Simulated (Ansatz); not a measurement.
Consider the following.

NbIr:
```cif
data_Ir2Nb2
_chemical_formula_sum 'Ir2 Nb2'
_space_group_name_H-M_alt 'P 1'
_space_group_IT_number 1
_cell_length_a 4.53417
_cell_length_b 2.79813
_cell_length_c 4.84591
_cell_angle_alpha 90.000
_cell_angle_beta 90.000
_cell_angle_gamma 90.000
loop_
_space_group_symop_operation_xyz
  'x, y, z'
loop_
_atom_site_label
_atom_site_type_symbol
_atom_site_fract_x
_atom_site_fract_y
_atom_site_fract_z
_atom_site_occupancy
Ir1 Ir 0.25000 0.00000 0.81393 1
Ir2 Ir 0.75000 0.00000 0.18607 1
Nb1 Nb 0.25000 0.50000 0.30885 1
Nb2 Nb 0.75000 0.50000 0.69115 1
```

This is the LDA-relaxed structure.

Question: All from the program Ansatz at the LDA level (PAW), unless another level is named. Predict the highest zone-centre frequency.

Answer: 220 cm⁻¹.

Question: And the bulk modulus (Birch–Murnaghan fit)?

Answer: 286 GPa.

Space group Pmma. The start of the workflow was typed in or built on a structure type; the Crystallography Open Database copy checked does not list it. COD files the formula under space group No. 123. Whether it is the stable phase at ambient conditions was not checked. Symmetry was held in the LDA relaxation; whether a distortion lowers the energy is not shown. No spin polarisation was allowed. As this level gives no gap, phonon frequencies hold no LO–TO term and depend on the k-mesh and smearing (Fermi–Dirac, 0.1 eV here). Scalar-relativistic: spin–orbit coupling is off unless named, which matters more the heavier the elements.

Potentials: the later of the program's two PAW sets.
